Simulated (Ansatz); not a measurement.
**Data sheet: AgW (DFT)**

AgW:
```yaml
crystal:
  lattice:
    - [0.00000, 2.63332, 2.63332]
    - [2.63332, 0.00000, 2.63332]
    - [2.63332, 2.63332, 0.00000]
  atoms:
    - { symbol: Ag, position: [0.00000, 0.00000, 0.00000] }
    - { symbol: W, position: [0.50000, 0.50000, 0.50000] }
```

Space group Fm-3m (No. 225), rock salt; conventional cell a = b = c = 5.2666 Å, α = β = γ = 90.00°.

Method: PBEsol (plane waves, PAW; program Ansatz). The cell and atoms are relaxed at this level. Other levels are named where they apply.

**Cell and energy**

Volume per atom: 18.26 Å³
Density: 13.26 g/cm³
Formation energy from the elements (no fitted shifts): 2.04 eV/atom

**Electronic structure**

* **Electronic character**: metallic (no gap)
* **Density of states at the Fermi level**: 1.1 states/eV per atom (mean over ±0.08 eV)
* **Gap with spin–orbit coupling**: none (metallic)

**Mechanics**

Bulk modulus (Birch–Murnaghan fit): 173 GPa
Pressure derivative B′: 4.9
Elastic constants (relaxed ions, GPa): C11 = 406, C12 = 57.7, C44 = -18.9
Mechanical stability: unstable (C has a negative eigenvalue)

**Phonons**

- Highest zone-centre frequency: 151 cm⁻¹
- Zone-centre stability: no imaginary mode at Γ

The start of the workflow was typed in or built on a structure type; neither database checked (COD, Materials Project) lists it. Its standing as an ambient phase is unchecked. The cell was relaxed with PBEsol under the symmetry of its start. No spin polarisation was allowed. Its formation energy is positive at this level, so the cell may be metastable or incomplete. As this level gives no gap, shear constants depend on the k-mesh and smearing (Fermi–Dirac, 0.1 eV here). As this level gives no gap, phonon frequencies hold no LO–TO term and depend on the k-mesh and smearing (Fermi–Dirac, 0.1 eV here). The references are the lowest solids computed at this level, not always the standard phases. Spin–orbit coupling is left out wherever it is not named.

Potentials: the earlier of the program's two PAW sets. The files were generated under PBE; for other functionals the program regenerates the frozen cores, and for LDA and PBEsol the local potential too.
